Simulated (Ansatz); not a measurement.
A relaxed cell of Ga$_{2}$O$_{3}$ (C2/m (No. 12)), relaxed on a k-mesh at least as fine as the one used below. Calculation: PBE (plane waves to 420 eV, PAW, scalar-relativistic; Ansatz, a program for electronic structure). Γ-centred k-mesh 8×8×4 on the run's cell (coarser than for final values), Fermi–Dirac smearing 0.05 eV.

```yaml
crystal:
  lattice:
    - [6.22799, -1.54164, 0.00000]
    - [6.22799, 1.54164, 0.00000]
    - [-1.39171, 0.00000, 5.71014]
  atoms:
    - { symbol: Ga, position: [0.08990, 0.08990, 0.79472] }
    - { symbol: Ga, position: [0.91010, 0.91010, 0.20528] }
    - { symbol: Ga, position: [0.65849, 0.65849, 0.31418] }
    - { symbol: Ga, position: [0.34151, 0.34151, 0.68582] }
    - { symbol: O, position: [0.16348, 0.16348, 0.10915] }
    - { symbol: O, position: [0.83652, 0.83652, 0.89085] }
    - { symbol: O, position: [0.17370, 0.17370, 0.56434] }
    - { symbol: O, position: [0.82630, 0.82630, 0.43566] }
    - { symbol: O, position: [0.49601, 0.49601, 0.25670] }
    - { symbol: O, position: [0.50399, 0.50399, 0.74330] }
```

The atoms are displaced by (Å):

```
atom      ux      uy      uz
----  ------  ------  ------
Ga1    0.029  -0.017  -0.002
Ga2    0.035   0.033   0.015
Ga3    0.107  -0.095  -0.099
Ga4    0.011  -0.022   0.085
O5    -0.059  -0.039  -0.060
O6     0.013  -0.047   0.098
O7    -0.022  -0.036  -0.032
O8    -0.153   0.035  -0.144
O9    -0.042  -0.011   0.008
O10   -0.018  -0.023  -0.020
```

Task: What forces (eV/Å) and pressure result?

Result: 
```csv
atom,Fx,Fy,Fz
Ga1,-0.47,-0.07,-1.76
Ga2,-0.41,-0.91,1.36
Ga3,-2.79,0.51,0.48
Ga4,-0.89,-0.22,-0.62
O5,0.25,-0.42,0.37
O6,-0.41,0.19,-2.28
O7,0.40,0.14,0.57
O8,3.26,-0.07,1.62
O9,1.16,0.80,0.26
O10,-0.08,0.04,0.00
```

Pressure +4.3 GPa.

Task: Estimate the energy cost of the displacement in the harmonic approximation and compare with the calculation.

Result: For a harmonic well ΔE = −½ Σ F·u = 0.781 eV a cell, or 78 meV/atom. The calculated energy relative to the undisplaced cell is +0.072 eV/atom, so the harmonic estimate holds well.

No spin polarisation in the result.

The run that gave the undisplaced cell could not lose the symmetry of its start; a randomly shaken copy of 10 atoms returns to this structure.

The first start was generated by placing the elements on the sites of a structure type. A measured structure of Ga2O3 has the same space group, C2/m (No. 12); the sites were not compared with it.
